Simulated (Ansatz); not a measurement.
A: Mg3Sb2 (A-La2O3 type, space group P-3m1), a = b = 4.596 Å, c = 7.272 Å, α = β = 90.00°, γ = 120.00°
B: Hf (hcp, Mg type), a = 3.204 Å, b = 3.204 Å, c = 5.069 Å, α = 90.00°, β = 90.00°, γ = 120.00°
C: Se (trigonal-Se type, space group P3_121), a = b = 4.535 Å, c = 5.041 Å, α = β = 90.00°, γ = 120.00°
D: TiAl3 (D022 type, space group I4/mmm), a = 3.846 Å, b = 3.846 Å, c = 8.620 Å, α = 90.00°, β = 90.00°, γ = 90.00°

Scan: energy over volume and axial ratio (atoms clamped). All come from one method, each on a k mesh of its own. All were relaxed with their symmetry unable to fall. Hf is run without spin polarisation. Spin-orbit coupling is left out. TiAl3 is run without spin polarisation.

**Question.** Order them by modulus against c/a change at fixed volume, (3/4V)·∂²E/∂(ln c/a)² (fitted) (highest first) at the level PBE (plane waves to 420 eV, PAW, scalar-relativistic; Ansatz, an electronic-structure program).

**Answer.** D (89 GPa), B (62 GPa), A (33 GPa), C (19 GPa)

(A scan under strain: stresses follow from slopes of the energy per volume, elastic moduli from its curvatures.)
